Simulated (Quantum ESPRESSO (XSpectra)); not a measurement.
**O K-edge X-ray absorption spectrum (XANES) of SiO₂ (P2₁2₁2₁)**

```xyz
24
Lattice="6.8758 0.0000 0.0000 0.0000 7.0117 0.0000 0.0000 0.0000 7.0126" Properties=species:S:1:pos:R:3 pbc="T T T"
Si     5.1616     5.2138     4.8747
Si     5.1521     1.7979     1.3684
Si     1.7237     5.3037     2.1379
Si     1.7142     1.7080     5.6442
Si     0.0527     3.8921     6.9816
Si     3.3853     3.1196     3.4753
Si     3.4906     6.6255     0.0310
Si     6.8232     0.3862     3.5373
O      0.4035     1.2624     4.8128
O      3.0345     5.7493     1.3064
O      3.8414     2.2435     2.1999
O      6.4724     4.7682     5.7062
O      3.9560     5.6357     5.8603
O      6.3578     1.3760     2.3540
O      0.5181     4.8819     1.1523
O      2.9198     2.1298     4.6586
O      4.7421     0.5549     0.4241
O      5.5717     6.4568     3.9304
O      1.3041     2.9509     6.5886
O      2.1338     4.0608     3.0823
O      1.2162     6.5233     3.0590
O      2.2217     0.4884     6.5653
O      4.6541     3.9943     3.9536
O      5.6596     3.0174     0.4473
```

Geometry: Materials Project entry mp-556961 (a computed structure). The cell is the entry's, not relaxed again.

Absorber: atom 9, O on Wyckoff site a (site symmetry 1), with 2 Si at 1.61 Å.

All values are from Quantum ESPRESSO (XSpectra) (LDA, full core hole, dipole K-edge X-ray absorption, plane waves, Troullier-Martins potentials made with ld1.x, scalar-relativistic, no spin, constant broadening).

48-atom cell (absorber images 7.0 Å apart), 70 Ry, k meshes 2×2×2 (SCF) and 3×2×2 (spectrum), Lorentzian half width 0.5 eV. The ground-state test found a gap, so occupations are fixed and the excited electron is left out (charged cell on a uniform background); energies count from the highest occupied level. Field directions run: x; y; z, weighted by the site's symmetry in the crystal. Intensities are scaled to a mean of 1 over 0–35 eV.

```json
[
 {"E (eV)": "-5.0", "intensity (scaled)": "0.02"},
 {"E (eV)": "-4.5", "intensity (scaled)": "0.02"},
 {"E (eV)": "-4.0", "intensity (scaled)": "0.02"},
 {"E (eV)": "-3.5", "intensity (scaled)": "0.02"},
 {"E (eV)": "-3.0", "intensity (scaled)": "0.03"},
 {"E (eV)": "-2.5", "intensity (scaled)": "0.03"},
 {"E (eV)": "-2.0", "intensity (scaled)": "0.03"},
 {"E (eV)": "-1.5", "intensity (scaled)": "0.03"},
 {"E (eV)": "-1.0", "intensity (scaled)": "0.04"},
 {"E (eV)": "-0.5", "intensity (scaled)": "0.04"},
 {"E (eV)": "0.0", "intensity (scaled)": "0.05"},
 {"E (eV)": "0.5", "intensity (scaled)": "0.05"},
 {"E (eV)": "1.0", "intensity (scaled)": "0.06"},
 {"E (eV)": "1.5", "intensity (scaled)": "0.07"},
 {"E (eV)": "2.0", "intensity (scaled)": "0.08"},
 {"E (eV)": "2.5", "intensity (scaled)": "0.10"},
 {"E (eV)": "3.0", "intensity (scaled)": "0.12"},
 {"E (eV)": "3.5", "intensity (scaled)": "0.15"},
 {"E (eV)": "4.0", "intensity (scaled)": "0.20"},
 {"E (eV)": "4.5", "intensity (scaled)": "0.29"},
 {"E (eV)": "5.0", "intensity (scaled)": "0.48"},
 {"E (eV)": "5.5", "intensity (scaled)": "0.69"},
 {"E (eV)": "6.0", "intensity (scaled)": "1.13"},
 {"E (eV)": "6.5", "intensity (scaled)": "2.17"},
 {"E (eV)": "7.0", "intensity (scaled)": "3.25"},
 {"E (eV)": "7.5", "intensity (scaled)": "3.90"},
 {"E (eV)": "8.0", "intensity (scaled)": "3.54"},
 {"E (eV)": "8.5", "intensity (scaled)": "2.80"},
 {"E (eV)": "9.0", "intensity (scaled)": "2.09"},
 {"E (eV)": "9.5", "intensity (scaled)": "1.80"},
 {"E (eV)": "10.0", "intensity (scaled)": "1.57"},
 {"E (eV)": "10.5", "intensity (scaled)": "1.38"},
 {"E (eV)": "11.0", "intensity (scaled)": "1.28"},
 {"E (eV)": "11.5", "intensity (scaled)": "1.15"},
 {"E (eV)": "12.0", "intensity (scaled)": "1.13"},
 {"E (eV)": "12.5", "intensity (scaled)": "1.06"},
 {"E (eV)": "13.0", "intensity (scaled)": "0.95"},
 {"E (eV)": "13.5", "intensity (scaled)": "0.88"},
 {"E (eV)": "14.0", "intensity (scaled)": "0.84"},
 {"E (eV)": "14.5", "intensity (scaled)": "0.94"},
 {"E (eV)": "15.0", "intensity (scaled)": "1.03"},
 {"E (eV)": "15.5", "intensity (scaled)": "1.02"},
 {"E (eV)": "16.0", "intensity (scaled)": "0.94"},
 {"E (eV)": "16.5", "intensity (scaled)": "0.85"},
 {"E (eV)": "17.0", "intensity (scaled)": "0.79"},
 {"E (eV)": "17.5", "intensity (scaled)": "0.76"},
 {"E (eV)": "18.0", "intensity (scaled)": "0.72"},
 {"E (eV)": "18.5", "intensity (scaled)": "0.74"},
 {"E (eV)": "19.0", "intensity (scaled)": "0.70"},
 {"E (eV)": "19.5", "intensity (scaled)": "0.70"},
 {"E (eV)": "20.0", "intensity (scaled)": "0.73"},
 {"E (eV)": "20.5", "intensity (scaled)": "0.71"},
 {"E (eV)": "21.0", "intensity (scaled)": "0.68"},
 {"E (eV)": "21.5", "intensity (scaled)": "0.70"},
 {"E (eV)": "22.0", "intensity (scaled)": "0.79"},
 {"E (eV)": "22.5", "intensity (scaled)": "0.86"},
 {"E (eV)": "23.0", "intensity (scaled)": "0.90"},
 {"E (eV)": "23.5", "intensity (scaled)": "0.94"},
 {"E (eV)": "24.0", "intensity (scaled)": "0.94"},
 {"E (eV)": "24.5", "intensity (scaled)": "0.94"},
 {"E (eV)": "25.0", "intensity (scaled)": "0.91"},
 {"E (eV)": "25.5", "intensity (scaled)": "0.90"},
 {"E (eV)": "26.0", "intensity (scaled)": "0.90"},
 {"E (eV)": "26.5", "intensity (scaled)": "0.96"},
 {"E (eV)": "27.0", "intensity (scaled)": "1.00"},
 {"E (eV)": "27.5", "intensity (scaled)": "0.98"},
 {"E (eV)": "28.0", "intensity (scaled)": "1.02"},
 {"E (eV)": "28.5", "intensity (scaled)": "1.05"},
 {"E (eV)": "29.0", "intensity (scaled)": "1.10"},
 {"E (eV)": "29.5", "intensity (scaled)": "1.08"},
 {"E (eV)": "30.0", "intensity (scaled)": "1.00"},
 {"E (eV)": "30.5", "intensity (scaled)": "0.99"},
 {"E (eV)": "31.0", "intensity (scaled)": "0.99"},
 {"E (eV)": "31.5", "intensity (scaled)": "0.96"},
 {"E (eV)": "32.0", "intensity (scaled)": "0.90"},
 {"E (eV)": "32.5", "intensity (scaled)": "0.87"},
 {"E (eV)": "33.0", "intensity (scaled)": "0.81"},
 {"E (eV)": "33.5", "intensity (scaled)": "0.79"},
 {"E (eV)": "34.0", "intensity (scaled)": "0.83"},
 {"E (eV)": "34.5", "intensity (scaled)": "0.84"}
]
```

The absolute edge energy is not computed.
